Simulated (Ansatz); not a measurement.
## Mg2C3 (C2/m), axial (c/a) deformation path

The calculation used Ansatz 0.2.0, DFT r2SCAN, scalar-relativistic, plane waves, PAW. Settings: plane waves to 500 eV, k-mesh 10×10×6 (Γ-centred), Gaussian smearing 0.05 eV. No spin polarisation. Energies are free energies at this smearing, counted from the undisturbed cell; pressure is positive in compression.

The undisturbed cell (relaxed at this level; it needn't be the usual structure):

```
CELL_PARAMETERS angstrom
2.38702 -2.33941 -0.00634
2.38702 2.33941 -0.00634
-1.22536 0.00000 4.85842
ATOMIC_POSITIONS crystal
Mg 0.80824 0.80824 0.19843
Mg 0.19176 0.19176 0.80157
C 0.30417 0.30417 0.26146
C 0.69583 0.69583 0.73854
C 0.50000 0.50000 0.50000
```

At fixed volume and fractional coordinates, lengths along (0.000, 0.000, 1.000) are scaled against those across it; ρ is that ratio over its starting value.

Question: Over the sampled range (0.850 to 1.200), is the undisturbed cell the lowest point?

Answer: Yes, every other sampled point lies higher.

Question: Does the gap on the k-mesh survive along the scan?

Answer: It is 1.87 eV at the start and stays between 0.71 and 2.22 eV.

The scan:

```tsv
ρ	ΔE (meV/atom)
0.850	197.0
0.920	51.6
0.960	12.3
1.000	0.0
1.100	66.7
1.200	242.8
```

Cost: 6 runs of about 1.9 core-minutes in all, on Arm Neoverse V2 (shared hosts).